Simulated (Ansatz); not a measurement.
## Trial structures of ErH: starts and ends

Computed with Ansatz, DFT PBE, scalar-relativistic, plane waves, PAW, and for the lanthanide a 4f-in-core norm-conserving potential. Settings: cutoff 770 eV, Γ-centred meshes spaced at most about 0.3 Å⁻¹, and about 0.25 Å⁻¹ or finer for metals (2π included), Gaussian smearing. No spin polarisation in the final relaxations.

Each guess was relaxed in cell and atoms at zero pressure, within the symmetry of its start. Temperature and zero-point effects are left out. Coordination counts H atoms around Er (those within 1.25 times the shortest such distance or 1.15 times the sum of covalent radii, 1.27 where that leaves under three).

```csv
guess,made from,start group,V start (Å³/atom),end group,V end (Å³/atom),coordination at the end,gap on mesh (eV),E over the lowest end (meV/atom)
1,random cell,P4/mmm,9.7,?,?,?,?,?
2,GaP type,F-43m,16.9,F-43m (zinc blende),16.7,Er 4,0,0
3,ScTe type,P6_3/mmc,15.1,P6_3/mmc,14.9,Er 6,0,268
4,TePt type,P6_3/mmc,13.1,P6_3/mmc (anti-nickel arsenide),15.0,Er 6,0,55
5,TaC type,Fm-3m,13.1,Fm-3m (rock salt),14.3,Er 6,0,77
6,SrMg type,Pm-3m,20.2,Pm-3m (caesium chloride),15.3,Er 8,0,677
```

Guess 1 as it starts:

```
Er H
1.0
     2.59883    0.00000    0.00000
     0.00000    2.59883    0.00000
     0.00000    0.00000    2.86329
Er H
1 1
Direct
  0.00000 0.00000 0.50000
  0.50000 0.50000 0.50000
```

Q: Predict the end of this guess and its energy over the lowest end.

A: It ends in space group P4/mmm (No. 123), with a = 3.205 Å, c = 3.474 Å, 17.8 Å³/atom and no gap; its coordination is Er 4. It lies 0.45 eV/atom over the lowest end, above guess 3 and below guess 6. Counting H atoms around Er, this end and the lowest (guess 2) both have Er 4.

```yaml
crystal:
  lattice:
    - [3.20540, 0.00000, 0.00000]
    - [0.00000, 3.20540, 0.00000]
    - [0.00000, 0.00000, 3.47362]
  atoms:
    - { symbol: Er, position: [0.00000, 0.00000, 0.50000] }
    - { symbol: H, position: [0.50000, 0.50000, 0.50000] }
```

The zero of energy is the elements' standard structures at the same level (H₂ as a molecule); no fitted shifts are applied.

Q: Is the lowest end bound against the elements?

A: Yes: its formation energy is −0.40 eV/atom. Whether it is stable depends on the other phases of the system, which aren't compared here.

With hydrogen, zero-point motion can shift formation energies by some tens of meV/atom. Cells relaxed within their symmetry can be saddle points. A lower structure may well exist outside this small set. Some candidate types were left out of the draw beforehand, so a known form may be missing.

The lanthanide is trivalent by construction, without f bands, f moments or other valences. The reference runs of the other elements, and any phases without the lanthanide, used 420 eV, which shifts energies against them by under 10 meV/atom. The lanthanide's reference is the lowest of its hcp, dhcp and fcc cells.
